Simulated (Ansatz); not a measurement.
An Ansatz (an electronic-structure program) run. Input:

Ansatz 0.2 input:
```yaml
crystal:
  lattice:
    - [0.0, 3.1300318967, 3.1300318967]
    - [3.1300318967, 0.0, 3.1300318967]
    - [3.1300318967, 3.1300318967, 0.0]
  atoms:
    - { symbol: Si, position: [0.0, 0.0, 0.0] }
    - { symbol: Mg, position: [0.25, 0.25, 0.25] }
    - { symbol: Mg, position: [0.75, 0.75, 0.75] }
kpoints:
  mp_grid: { grid: [8, 8, 8] }
hamiltonian:
  xc: lda
  pseudopotentials: { kind: paw }
scf:
  occupations: { method: fixed }
phonons:
  method: dfpt
  response_accuracy: low
  eigenvectors: true
  rigid_motions: translations
```

Output (shortened):

```
Pseudopotential: Si, paw, valence charge 4
Pseudopotential: Mg, paw, valence charge 10
Functional definition: SPW92
Crystal: 3 atoms, lattice volume = 61.330 Å³
Basis set: ecut = 420 eV, 1243 PW (Γ), exchange–correlation on 60×60×60 points (8 copies of the dense FFT grid, shifted against one another)
Bands: 16, of which v1, the nominal top of the filled ones, is band 12 counted from 1 (11 counted from 0)
Symmetry: 48 space group operations
k-points: 59 of 512 (irreducible under 8 space group operations, time reversal used)
SCF iter   1: F=—  HF=-4412.387561 eV  |F-HF|=—  |Δ(HF+E_count)|=         —  Δρ=7.40e-3  dr2=4.14e-2  ethr=1.77e-3  ⟨swp⟩=5.0  Hψ=4331  notcnv=0  defer=100
preconditioner: auto → none
SCF iter   2: F=—  HF=-4412.369662 eV  |F-HF|=—  |Δ(HF+E_count)|=   1.79e-2  Δρ=2.75e-3  dr2=2.70e-3  ethr=1.72e-4  ⟨swp⟩=2.1  Hψ=1668  notcnv=0  defer=108
SCF iter   3: F=—  HF=-4412.368609 eV  |F-HF|=—  |Δ(HF+E_count)|=   1.05e-3  Δρ=7.05e-4  dr2=2.99e-4  ethr=1.12e-5  ⟨swp⟩=2.0  Hψ=1778  notcnv=0  defer=110
SCF iter   4: F=—  HF=-4412.368561 eV  |F-HF|=—  |Δ(HF+E_count)|=   4.78e-5  Δρ=1.29e-4  dr2=8.05e-6  ethr=1.25e-6  ⟨swp⟩=1.0  Hψ=944  notcnv=0  defer=105
SCF iter   5: F=—  HF=-4412.368560 eV  |F-HF|=—  |Δ(HF+E_count)|=   8.60e-7  Δρ=2.17e-5  dr2=4.72e-7  ethr=3.36e-8  ⟨swp⟩=2.1  Hψ=1211  notcnv=0  defer=14
SCF iter   6: F=—  HF=-4412.368562 eV  |F-HF|=—  |Δ(HF+E_count)|=   1.49e-6  Δρ=6.40e-6  dr2=5.78e-8  ethr=1.97e-9  ⟨swp⟩=2.0  Hψ=1180  notcnv=0
SCF iter   7: F=—  HF=-4412.368562 eV  |F-HF|=—  |Δ(HF+E_count)|=   1.95e-8  Δρ=1.26e-6  dr2=1.99e-9  ethr=2.41e-10  ⟨swp⟩=2.0  Hψ=1169  notcnv=0
SCF iter   8: F=-4412.368562 eV  HF=-4412.368562 eV  |F-HF|=1.27e-11  |Δ(HF+E_count)|=  5.82e-10  Δρ=1.24e-7  dr2=1.64e-11  ethr=1.00e-12  ⟨swp⟩=6.6  Hψ=5947  notcnv=0
SCF 1 converged in 8 iterations: F = -4412.368562 eV  dr2 = 1.64e-11
DFPT response loops at Γ: preconditioner auto → Resta (q_TF=auto, 2.333 Å⁻¹)  ε∞=23.2 (no band partly filled) …
SCF converged after 8 iterations
Free energy (F): -4412.368562 eV
Harris-Foulkes:  -4412.368562 eV  (|F-HF|=1.27e-11)
Internal energy: -4412.368562 eV  (E = F + TS)
E sigma→0 (E₀):  -4412.368562 eV
Fermi energy:    6.087786 eV
--- Per-component energies (eV) ---
  E_band       = -696.291843
  E_kinetic    = 192.670781
  E_local      = -3367.295417  (includes V_loc(G=0)·N_el)
  E_nonlocal   = 219.988061
  E_hartree    = 1220.148063
  E_xc         = -112.540165
  E_vxc        = -122.182724  (∫ρ·V_xc dr)
  E_paw        = -1028.490669  (= ΣΔE_a)
  E_vpaw       = -59.768615  (= ΣTr[D̂ρ^β])
  E_aug_tail   = 0.000014  (compensation charges beyond the density's cutoff)
  E_ewald      = -1537.234521
  E_core_change = 0.385289  (= ΣΔE_core)
  E_smearing   =  0.000000  (= −TS)
  E_closure    = 0.000000  (closes the sum)
  Σ components = -4412.368562   (vs F -4412.368562, Δ=0.00e0)
  [band-id]    e_kinetic+e_local+e_nonlocal+2·e_hartree+e_vxc+e_vpaw+e_augmentation_tail = -696.291774   (vs E_band -696.291843, Δ=6.89e-5)
--- Band table (eV; the first three rows and the last of 59) ---
  k-point 0: bands = ["-69.0945", "-69.0904", "-36.5285", "-36.5285", "-36.5285", "-36.5109", "-36.5109", "-36.5109", "-3.2267", "6.0878", "6.0878", "6.0878", "8.0761", "8.6558", "8.6558", "8.6558"]
  k-point 1: bands = ["-69.0944", "-69.0906", "-36.5279", "-36.5279", "-36.5279", "-36.5117", "-36.5116", "-36.5116", "-3.0798", "4.9114", "5.9275", "5.9275", "8.1862", "8.9380", "8.9380", "9.4647"]
  k-point 2: bands = ["-69.0939", "-69.0910", "-36.5262", "-36.5260", "-36.5260", "-36.5138", "-36.5136", "-36.5136", "-2.6608", "3.2226", "5.6437", "5.6437", "7.7902", "9.1102", "9.1102", "11.0230"]
  k-point 58: bands = ["-69.0924", "-69.0924", "-36.5322", "-36.5319", "-36.5200", "-36.5200", "-36.5083", "-36.5081", "-1.0694", "2.3729", "2.3729", "3.3240", "8.7483", "9.6947", "9.6947", "10.0380"]
--- Phonons (Γ-DFPT): 2 representative perturbations + reference, on 59 of 512 k-points (Σ response iterations 4) ---
  ASR residual: 5.435e-4 → 0.000e0 eV/Å²; symmetrization residual: 5.241e-5 eV/Å²
  ASR residual per site (eV/Å²): 5.43e-4 2.58e-4 2.58e-4
  Γ frequencies (cm⁻¹): 0.00 0.00 0.00 263.64 263.64 263.64 286.97 286.97 286.97
  non-analytic LO–TO correction: not included (Born effective charges unavailable; polar crystals: no LO–TO splitting at Γ)
```

Cost: around 12 core-seconds (rough) on shared cores.

Space group Fm-3m (fluorite or antifluorite type). Symmetry was held in the LDA relaxation; phonons on a q-mesh show no instability.

Potentials: the later of the program's two PAW sets.

Ansatz is a plane-wave DFT program.
